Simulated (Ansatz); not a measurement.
**Fe (Im-3m): start Fe1↑ Fe2↑ Fe3↓ Fe4↓; collinear moments without spin–orbit coupling**

Computed with DFT, LDA, PAW with Ansatz's default frozen-core files, scalar-relativistic (Ansatz).

Command: `ansatz run input.yaml --threads 2 --pin off --max-ram 6144MiB --backend cpu --events-out ev --progress --plain --runs-dir out`

```yaml
crystal:
  lattice:
    - [0.0, -2.886, 2.886]
    - [2.886, 0.0, 0.0]
    - [1.443, 1.443, 4.329]
  atoms:
    - { symbol: Fe, position: [0.0, 0.0, 0.0], spin: 3.0 }
    - { symbol: Fe, position: [0.5, 0.5, 0.0], spin: 3.0 }
    - { symbol: Fe, position: [0.75, 0.25, 0.5], spin: -3.0 }
    - { symbol: Fe, position: [0.25, 0.75, 0.5], spin: -3.0 }
magnetization:
  spin_polarized: true
kpoints:
  mp_grid: { grid: [11, 11, 11] }
scf:
  occupations: { method: fermi_dirac, width: 0.1 }
  lower_state_search: "off"
hamiltonian:
  xc: lda
  pseudopotentials: { kind: paw }
output:
  forces: true
  stress: true
  eigenvalues: true
  write_density: true
  write_potential: true
  elf: true
  volumetric_format: npy
```

The program prints:

```
Engine: ansatz 0.2.0
Pseudopotentials: kind: paw
Pseudopotential: Fe, paw, valence charge 16, recommended cutoff 420 eV (normal), Fe.paw.azcp
Functional definition: SPW92
  exchange = slater_x
  correlation = pw_c
Crystal: 4 atoms, lattice volume = 48.075 Å³
Basis set: ecut = 420 eV, 931 PW (Γ)
Bands: 46, of which v1, the nominal top of the filled ones, is band 32 counted from 1 (31 counted from 0)
Symmetry: 16 space group operations
Space group: Cmmm (ITA 65), of the structure as read, at distance tolerance 3.6e-5 Å
Magnetic group: BNS 65.490 (UNI 588), of the structure as read, at distance tolerance 3.6e-5 Å
k-points: 216 of 1331
Non-local potential: Fe, projectors of the file, l = 0: 3, l = 1: 2, l = 2: 3, l = 3: 1
PAW form: soft (Blöchl's): semilocal exchange-correlation on the pseudo side does not see the compensation charge
PAW frozen core: Fe, regenerated for the run's functional, and the local potential with it (the file was generated under x = pbe(κ = 0.804, μ = 0.2195149727645171), c = pbe(β = 0.06672455060314922))
PAW one-centre angular grid: Fe, 590 points (default); XC on 64 Gauss nodes
Initial density: superposition of atomic densities (chi_scale 0.1, normalization cell)
Starting moments: Σ|m| = 12 μB on 4 of 4 sites
Starting magnetic order: antiferromagnet; a translation exchanges its spin sublattices: spin-degenerate at every k-point
Initial wavefunctions: pseudopotential atomic-orbital guess
Functional: x = slater, c = lda
SCF iter   1: F=—  HF=-17678.642493 eV  |F-HF|=—  |Δ(HF+E_count)|=         —  Δρ=6.26e-2 (↑6.26e-2 ↓6.26e-2)  dr2=2.05e0  dr2_m=8.94e-1  M=-0.000 μB ∫|m|=9.649 μB  β_m=0.30  ethr=3.10e-3  ⟨swp⟩=4.7  Hψ=63600  notcnv=0  defer=464
Mixer restart at iter 1: flushing history
preconditioner: auto → Kerker (q_TF=auto, 2.862 Å⁻¹)  [metal: Δε(μ)=0.001 eV  Ē_g=8.250 eV  σ=0.100 eV  W_gap=0.00  n_scr=18 (ndim 8)  ℏωp=30.3 eV  f_vac=0.000  D(μ)=5.39/eV (n_scr^D=76)]
spin=Collinear: Kerker preconditioning applied to the charge; magnetization (m = ρ↑ − ρ↓) channel mixes plain (no charge-response kernel on spin).
spin-set hold released at iteration 1 (the charge has settled, or the pull on large starting moments outlasts its swing): the magnetisation degrees of freedom join the quasi-Newton model from the next iteration; the mixer history was flushed
SCF iter   2: F=—  HF=-17678.392697 eV  |F-HF|=—  |Δ(HF+E_count)|=   2.50e-1  Δρ=3.86e-2 (↑3.86e-2 ↓3.86e-2)  dr2=3.74e-1  dr2_m=4.99e-1  M=-0.000 μB ∫|m|=9.507 μB  β_m=0.50  ethr=3.10e-3  ⟨swp⟩=2.0  Hψ=27046  notcnv=0  defer=982
SCF iter   3: F=—  HF=-17678.395048 eV  |F-HF|=—  |Δ(HF+E_count)|=   2.35e-3  Δρ=2.31e-2 (↑2.31e-2 ↓2.31e-2)  dr2=9.33e-2  dr2_m=2.01e-1  M=0.000 μB ∫|m|=9.040 μB  β_m=0.64  ethr=5.84e-4  ⟨swp⟩=2.4  Hψ=25641  notcnv=0  defer=982
SCF iter   4: F=—  HF=-17678.449300 eV  |F-HF|=—  |Δ(HF+E_count)|=   5.43e-2  Δρ=9.75e-3 (↑9.44e-3 ↓9.75e-3)  dr2=3.64e-2  dr2_m=2.60e-2  M=-0.001 μB ∫|m|=8.558 μB  β_m=0.82  ethr=1.46e-4  ⟨swp⟩=2.2  Hψ=35589  notcnv=0  defer=974
SCF iter   5: F=—  HF=-17678.451727 eV  |F-HF|=—  |Δ(HF+E_count)|=   2.43e-3  Δρ=4.70e-3 (↑4.70e-3 ↓2.97e-3)  dr2=2.09e-2  dr2_m=1.03e-3  M=0.020 μB ∫|m|=8.218 μB  β_m=0.79  ethr=5.68e-5  ⟨swp⟩=2.0  Hψ=31522  notcnv=0  defer=983
SCF iter   6: F=—  HF=-17678.463489 eV  |F-HF|=—  |Δ(HF+E_count)|=   1.18e-2  Δρ=1.15e-2 (↑1.11e-2 ↓1.15e-2)  dr2=2.62e-1  dr2_m=1.97e-3  M=-0.079 μB ∫|m|=8.193 μB  β_m=0.50  ethr=3.26e-5  ⟨swp⟩=2.0  Hψ=29891  notcnv=0  defer=983  recentre
SCF iter   7: F=—  HF=-17678.451582 eV  |F-HF|=—  |Δ(HF+E_count)|=   1.19e-2  Δρ=1.83e-3 (↑1.83e-3 ↓1.51e-3)  dr2=3.53e-3  dr2_m=1.49e-4  M=0.007 μB ∫|m|=8.203 μB  β_m=0.75  ethr=3.26e-5  ⟨swp⟩=2.1  Hψ=30043  notcnv=0  defer=985
SCF iter   8: F=—  HF=-17678.451951 eV  |F-HF|=—  |Δ(HF+E_count)|=   3.68e-4  Δρ=4.28e-4 (↑4.28e-4 ↓2.77e-4)  dr2=7.04e-5  dr2_m=2.64e-5  M=0.001 μB ∫|m|=8.215 μB  β_m=0.76  ethr=5.51e-6  ⟨swp⟩=2.0  Hψ=25386  notcnv=0  defer=984
SCF iter   9: F=—  HF=-17678.451945 eV  |F-HF|=—  |Δ(HF+E_count)|=   6.13e-6  Δρ=5.59e-5 (↑5.59e-5 ↓5.39e-5)  dr2=2.33e-6  dr2_m=2.71e-7  M=-0.000 μB ∫|m|=8.212 μB  β_m=0.88  ethr=1.10e-7  ⟨swp⟩=2.4  Hψ=28939  notcnv=0  defer=984
iter 10 met the thresholds in force, and the SCF goes on: an eigenvalue changes by 0.71 meV, over its tolerance of 0.50 meV (output.eigenvalues, Limitations)
SCF iter  10: F=-17678.451945 eV  HF=-17678.451945 eV  |F-HF|=4.30e-8  |Δ(HF+E_count)|=   6.60e-7  Δρ=1.70e-5 (↑1.70e-5 ↓1.22e-5)  dr2=9.24e-8  dr2_m=3.87e-8  M=-0.000 μB ∫|m|=8.213 μB  β_m=0.89  ethr=1.56e-10  ⟨swp⟩=11.1  Hψ=137696  notcnv=0
SCF iter  11: F=-17678.451945 eV  HF=-17678.451945 eV  |F-HF|=9.28e-9  |Δ(HF+E_count)|=   2.97e-9  Δρ=3.36e-6 (↑3.36e-6 ↓2.64e-6)  dr2=9.29e-9  dr2_m=1.02e-9  M=-0.000 μB ∫|m|=8.213 μB  ethr=1.44e-10  ⟨swp⟩=5.0  Hψ=102366  notcnv=0
SCF 1 converged in 11 iterations: F = -17678.451945 eV  dr2 = 9.29e-9
  greatest PAW one-centre occupation: 1.002 electrons in one spin orbital (limit 2), on the Fe atom at site 3 (counted from 0), in its partial waves of l = 1
SCF converged after 11 iterations
an eigenvalue changed by more than its tolerance at an iteration that met the thresholds in force, so the SCF went on 1 time: the last check found none over its tolerance
Magnetization: -0.0001 μB (32.0000 up, 32.0000 down)
Absolute magnetization: 8.2131 μB (∫|ρ↑−ρ↓|, with the PAW one-centre terms)
Spin contamination: 3.3482 ħ² per cell (⟨S²⟩ above its minimum at these occupations)
Per-site moments (μB) at R_I (Å): [(1.991695253993642, 1.0309815925702797), (1.991695253993642, 1.0309815925702797), (-1.9917455947701461, 1.0309815925702797), (-1.9917455947701461, 1.0309815925702797)]
Free energy (F): -17678.451945 eV
Harris-Foulkes:  -17678.451945 eV  (|F-HF|=9.28e-9)
Internal energy: -17678.220148 eV  (E = F + TS)
E sigma→0 (E₀):  -17678.336046 eV
Entropy (-TS):   -0.231798 eV (-57.949 meV/atom)
Fermi energy:    17.175357 eV
--- Per-component energies (eV) ---
  E_band       = -933.265343
  E_kinetic    = 1396.936850
  E_local      = -8540.663382  (includes V_loc(G=0)·N_el)
  E_nonlocal   = 889.338675
  E_hartree    = 3557.824730
  E_xc         = -466.064024
  E_vxc        = -603.131684  (∫ρ·V_xc dr)
  E_paw        = -5220.362728  (= ΣΔE_a)
  E_vpaw       = -1191.391781  (= ΣTr[D̂ρ^β])
  E_aug_tail   = 0.003437  (compensation charges beyond the density's cutoff)
  E_ewald      = -9296.839848
  E_core_change = 1.606143  (= ΣΔE_core)
  E_smearing   = -0.231798  (= −TS)
  E_closure    = -0.000000  (closes the sum)
  Σ components = -17678.451945   (vs F -17678.451945, Δ=0.00e0)
--- Forces (eV/Å), atoms counted from 1 ---
  atom   1  Fe     0.00000000     0.00000000    -0.00000000
  atom   2  Fe     0.00000000    -0.00000000     0.00000000
  atom   3  Fe     0.00000000    -0.00000000    -0.00000000
  atom   4  Fe     0.00000000     0.00000000     0.00000000
  max |Σ_I F_I| component: 3.09e-28 eV/Å
--- Stress (GPa, compression-positive) ---
      -22.108370       0.000000       0.000000
        0.000000     -29.452718       5.979694
       -0.000000       5.979694     -29.452718
  P = ⅓ Tr σ = -27.0046 GPa (-270.046 kbar)
--- Band table (eV; the first three rows and the last of 432) ---
  k-point 0 ↑: bands = ["-70.2294", "-70.1726", "-68.0315", "-67.9719", "-36.7593", "-36.7356", "-36.6964", "-36.6108", "-36.4852", "-36.4325", "-34.6206", "-34.6016", "-34.5652", "-34.4727", "-34.3325", "-34.2913", "8.7921", "12.6870", "13.0315", "13.4836", "14.1581", "14.4614", "14.8535", "15.0468", "15.2522", "15.4144", "15.6632", "16.0164", "16.0249", "16.3485", "16.7114", "17.2682", "17.3194" …
  k-point 1 ↑: bands = ["-70.2294", "-70.1726", "-68.0316", "-67.9719", "-36.7583", "-36.7357", "-36.6970", "-36.6109", "-36.4851", "-36.4325", "-34.6205", "-34.6030", "-34.5645", "-34.4724", "-34.3327", "-34.2913", "8.8748", "12.6705", "12.9888", "13.4166", "14.1694", "14.2889", "14.9462", "14.9895", "15.2874", "15.4157", "15.8464", "16.0103", "16.0149", "16.2634", "16.8558", "17.1959", "17.2675" …
  k-point 2 ↑: bands = ["-70.2292", "-70.1727", "-68.0317", "-67.9718", "-36.7553", "-36.7359", "-36.6985", "-36.6114", "-36.4847", "-36.4325", "-34.6202", "-34.6068", "-34.5625", "-34.4719", "-34.3331", "-34.2913", "9.1197", "12.5975", "12.8775", "13.2737", "13.9641", "14.2004", "14.7296", "15.3391", "15.3881", "15.3916", "15.9701", "15.9812", "16.0107", "16.1995", "16.7786", "17.1939", "17.2655" …
  k-point 215 ↓: bands = ["-70.1973", "-70.1961", "-67.9981", "-67.9969", "-36.7231", "-36.7194", "-36.7168", "-36.7097", "-36.4715", "-36.4649", "-34.5869", "-34.5867", "-34.5850", "-34.5772", "-34.3235", "-34.3209", "12.6416", "12.8096", "13.0109", "13.7865", "13.9256", "14.1197", "14.4844", "14.7807", "15.2121", "15.5361", "15.8554", "16.0185", "16.2626", "16.3925", "17.3330", "17.4130", "17.62 …
```

The log's space group differs from the title's, since the program also counts the typed moments and uses a tighter tolerance.

Site moments (μB): Fe1 1.99, Fe2 1.99, Fe3 -1.99, Fe4 -1.99. Cell moment 0.00 μB.

The magnetic group in the log treats spin as a scalar label, without spin–orbit coupling.

The PAW files were made with PBE; the program remakes their cores once for the run's functional and then keeps them frozen. This cell lies far from its zero-pressure volume, so the numbers describe the cell as given rather than the relaxed compound. The Ansatz runs typed with the search for lower states off end where their start leads. The magnetic state is the one that this cell and start allow. It needn't be the compound's measured order, which may need a larger cell or be absent.

It took 43 s on 2 threads of Arm Neoverse V2, with other jobs on the host, peak memory 0.82 GiB.
